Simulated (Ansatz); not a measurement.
## Collinear states of CrN₂

Theory: DFT PBE, scalar-relativistic, plane waves, PAW in Ansatz.

```
Cr N
1.0
     3.90179    0.00000    0.00000
     0.00000    4.80951    0.00000
     0.00000    0.00000    2.78417
Cr N
2 4
Direct
  0.50000 0.50000 0.50000
  0.00000 0.00000 0.00000
  0.63383 0.08878 0.50000
  0.36617 0.91122 0.50000
  0.13383 0.41123 0.00000
  0.86617 0.58878 0.00000
```

```
plane-wave cutoff                               : 420 eV
Γ-centred k-mesh                                : 10×8×12
occupation rule                                 : Gaussian smearing, 0.1 eV
list of starting moments (μB, in atom order)    : 3 3 0 0 0 0
check for lower electronic states after the SCF : off
```

Each order was relaxed in cell and atoms. Signs run over the atoms with starting moments. Site moments are spin moments in atom-centred spheres that scale with the neighbour distance. The states are those that the runs reached from these starts; a lower one can exist.

Task: Order the starts by the energy of the state that they reach, lowest first.
A. ferromagnetic
B. no spin
C. antiferromagnetic in the cell, signs +-

Result: A (0.00 meV/atom), C (33.8 meV/atom), B (243 meV/atom).

```tsv
start	ends	energy above lowest (meV/atom)	site moments (μB)	gap on mesh (eV)	volume (Å³/atom)
no spin	non-magnetic	243	none over 0.05	metal	8.36
ferromagnetic	ferromagnetic	0.00	Cr +1.91 (×2), N -0.06 (×4)	metal	8.69
antiferromagnetic in the cell, signs +-	antiferromagnetic	33.8	Cr +1.69, Cr -1.69	metal	8.67
```

Cost: 3 runs of about 13 core-minutes in all, on Arm Neoverse V2 (shared hosts).